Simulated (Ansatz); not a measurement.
## Tl (bcc): energy against volume

Level of theory: Ansatz 0.2.0, DFT, BLYP, plane waves (420 eV) with PAW, scalar-relativistic. The PAW files were generated under PBE, with cores re-solved for the functional.

The cell is scaled uniformly from the relaxed one, with fractional coordinates and shape fixed. Energies are extrapolated to zero smearing, pressures are those at the given smearing. Magnetic state: spin not included.

A Birch-Murnaghan fit gives V₀ = 35.50 Å³/atom, B₀ = 18.0 GPa, B₀′ = 5.2.

Q: What are the energy above the minimum and the pressure at 36.974 Å³/atom?

A: 3.2 meV/atom and -0.62 GPa as computed.

Q: What are the energy above the minimum and the pressure at 38.396 Å³/atom?

A: 11.3 meV/atom and -1.11 GPa as computed.

Q: What are the energy above the minimum and the pressure at 39.818 Å³/atom?

A: 23.3 meV/atom and -1.49 GPa as computed.
